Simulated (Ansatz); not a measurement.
GePt:
```
CELL_PARAMETERS angstrom
      3.18902     0.00000     0.00000
      0.00000     3.18902     0.00000
      0.00000     0.00000     3.18902
ATOMIC_POSITIONS crystal
  Pt 0.00000 0.00000 0.00000
  Ge 0.50000 0.50000 0.50000
```

Relaxed with PBE. Special points in fractions of this cell's reciprocal vectors: Γ (0.000, 0.000, 0.000); X (0.000, 0.500, 0.000); M (0.500, 0.500, 0.000); R (0.500, 0.500, 0.500).

Problem. List the band energies nearest the Fermi level at these points for plane-wave PAW PBE (Ansatz code).

Solution. In eV from the Fermi level; about four levels below and three above (degenerate sets whole), none deeper than 8.9 eV; … stands for higher levels left out; points with the same levels are listed once.

```json
[
 {"k": "Γ", "below": "-4.71 -4.71 -2.23 -2.23 -2.23", "above": "1.86 1.86 1.86"},
 {"k": "X", "below": "-3.79 -3.79 -2.13 -0.94", "above": "6.66 6.66 7.52"},
 {"k": "M", "below": "-3.08 -3.08 -1.22 -0.03", "above": "1.08 5.01 …"},
 {"k": "R", "below": "-6.22 -6.22 -6.22 -5.40 -1.15 -1.15", "above": "2.53 2.53 2.53"}
]
```

Space group Pm-3m (CsCl type). The cell is a constructed one: a structure type filled with these elements; neither database checked (COD, Materials Project) lists it. COD files the formula under space group No. 62, so this cell is another polymorph or a model. Whether it is the stable phase at ambient conditions was not checked. The PBE relaxation kept the symmetry of its start; whether a distortion lowers the energy is not shown. No spin polarisation was allowed. Spin–orbit coupling is left out wherever it is not named.

Potentials: the later of the program's two PAW sets.
